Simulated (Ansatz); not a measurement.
**Is this Ni result the lowest state?**

The cell (2 atoms) is Ni as a measured crystal structure (space group Fm-3m, primitive cell doubled). The computed pressure is over 10 GPa in size, so the cell is far from the computed equilibrium volume. Source: COD entry 9011597, which need not be the ambient phase.

The calculation used DFT, LDA, PAW, plane waves, scalar-relativistic in Ansatz.

```yaml
crystal:
  lattice:
    - [-1.76, -3.52, -1.76]
    - [-1.76, 0.0, -1.76]
    - [1.76, 0.0, -1.76]
  atoms:
    - { symbol: Ni, position: [0.0, 0.0, 0.0], spin: 2.0 }
    - { symbol: Ni, position: [0.5, 0.0, 0.5], spin: -2.0 }
magnetization:
  spin_polarized: true
hamiltonian:
  xc: lda
  pseudopotentials: { kind: paw }
basis:
  ecutwfc: 420
kpoints:
  mp_grid: { grid: [7, 12, 10] }
scf:
  occupations: { method: fermi_dirac, width: 0.1 }
  lower_state_search: "off"
output:
  forces: true
  stress: true
```

Time: 3.4 s on 2 threads of Intel(R) Xeon(R) 6975P-C (shared host), peak memory 0.51 GiB.

The end of the output:

```
SCF converged after 13 iterations
Magnetization: 0.0000 μB (18.0000 up, 18.0000 down)
Absolute magnetization: 0.0000 μB (∫|ρ↑−ρ↓|, with the PAW one-centre terms)
Spin contamination: 0.0000 ħ² per cell (⟨S²⟩ above its minimum at these occupations)
Per-site moments (μB) at R_I (Å): [(5.6185e-7, 1.0267), (-5.6185e-7, 1.0267)]
Free energy (F): -11546.660397 eV
Harris-Foulkes:  -11546.660397 eV  (|F-HF|=9.09e-11)
Internal energy: -11546.485360 eV  (E = F + TS)
E sigma→0 (E₀):  -11546.572878 eV
Entropy (-TS):   -0.175037 eV (-87.518 meV/atom)
Fermi energy:    17.518835 eV
--- Forces (eV/Å), atoms counted from 1 ---
  atom   1  Ni    -0.00000000     0.00000000     0.00000000
  atom   2  Ni     0.00000000     0.00000000    -0.00000000
--- Stress (GPa, compression-positive) ---
      -17.945783      -0.031426       0.029529
       -0.031427     -17.567735      -0.031427
        0.029529      -0.031426     -17.945783
  P = ⅓ Tr σ = -17.8198 GPa (-178.198 kbar)
```

The mesh is too coarse to rank close states of a metal with certainty: differences of some tens of meV/atom may change, at times in sign. The mesh has less symmetry than the lattice, which lowers the symmetry of the run.

A small moment in a metal is sensitive to the mesh and the smearing.

Site moments are taken inside atomic spheres and don't add up to the total.

Problem. Would you trust this as the ground state? If a lower solution is known, describe it.

Solution. No, on this mesh. A state 25.3 meV/atom (0.051 eV per cell) lower exists in this cell: ferromagnetic, site moments Ni1 0.64, Ni2 0.64 μB, total 1.22 μB per cell, no gap on the k-mesh. It was reached from: parallel moments, default search for lower states [Ni1 2.00, Ni2 2.00 μB]; parallel moments, plain SCF [Ni1 2.00, Ni2 2.00 μB]. The wrong state matters: the pressure is -16.9 GPa there against -17.8 GPa here. This multiple of the primitive cell fits some opposed orders; other multiples fit others. Only collinear orders within this cell were tried; the true ground state may need a larger cell.
